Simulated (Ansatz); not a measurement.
**Ni-61 nuclear quadrupole resonance in NiGe at a changed volume**

Cell: a structure deposited in the COD, relaxed with PBE at fixed cell and then changed (volume scaled by 0.96, ions relaxed).

Space group Pnma (No. 62); a = 5.3083, b = 3.3817, c = 5.7325 Å.

```csv
site,Wyckoff,site symmetry,x,y,z
Ni,4c,.m.,0.9921,0.7500,0.1871
Ge,4c,.m.,0.8138,0.7500,0.5862
```

One atom of each set is listed.

Method: Kohn–Sham DFT in Ansatz, PBE, plane waves and PAW, scalar-relativistic, collinear spin, 420 eV cutoff, Γ-centred 9×14×8 k-points, Fermi–Dirac smearing 0.05 eV. Start moments as typed (μB): 1.5 on each Ni, none on the rest.

Ni-61: I = 3/2, Q = 162.0 mb (year-2017 value). Static lattice, zero field.

(1) Predict the zero-field Ni-61 lines of each site.

Answers

(1) For I = 3/2 there is one line, ν = (|C_Q|/2)(1 + η²/3)^½.

```tsv
site	atoms	V_zz (10²¹ V/m²)	C_Q (MHz)	η	line frequencies (MHz)
Ni	4	0.76	2.97	0.60	1.57
```

The run finds no gap above 0.1 eV (a metal, or nearly one), so the gradients can move by 10 % or more with the k-mesh. With these PAW files V_zz is typically within 2 to 3 % of all-electron values, but misses above 10 % occur on Ni. At this changed cell the PBE pressure is 10 GPa. The start moments die out, and the run ends without spin.
